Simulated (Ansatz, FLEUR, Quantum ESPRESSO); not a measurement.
HfIn4SiO6: 4 runs at one level of theory

```xyz
12
Lattice="5.2774 0.0000 0.0000 -2.6387 4.5704 0.0000 0.0000 0.0000 10.5590" Properties=species:S:1:pos:R:3 pbc="T T T"
Hf    2.6387    1.5234    0.0000
In    0.0000    0.0000    3.2148
In    0.0000    0.0000    7.3442
In    0.0000    3.0469    8.3331
In    0.0000    3.0469    2.2260
Si    0.0000    0.0000    0.0000
O     3.2747    3.2219    9.5002
O     1.4858    0.1234    1.0589
O     0.8498    1.2250    9.5002
O     2.0027    3.2219    1.0589
O     3.7916    0.1234    9.5002
O     4.4277    1.2250    1.0589
```

The cell comes from a database or a generator and needn't be the stable form of this composition.

Alike in all runs: task band structure; functional PBE; k mesh 4 × 4 × 2; occupations fermi-dirac, width 0.05 eV; no spin polarisation; no spin-orbit coupling. Pressure is positive in compression and, in plane waves, holds the error of the finite cutoff. Gaps are the smaller of the mesh's and the band path's.

```tsv
program and potentials	plane-wave cutoff (eV)	notes	band gap (eV)	pressure (GPa)
FLEUR, all-electron, FLAPW	-	-	0.09	-
Quantum ESPRESSO, SG15 PBE 1.2	1197	9.83 valence electrons an atom on average	0.08	0.15
Ansatz, all-electron LAPW, scalar-relativistic	-	-	?	?
Quantum ESPRESSO, PseudoDojo 0.4.1 SR PBE standard	1143	8.67 valence electrons an atom on average	0.08	-0.35
```

Q: Estimate from the other rows what the run with Ansatz, all-electron LAPW, scalar-relativistic gave.

A: Band gap 0.09 eV; pressure 0.03 GPa. The other rows, which needn't bracket it: band gap 0.08 to 0.09; pressure -0.35 to 0.15.
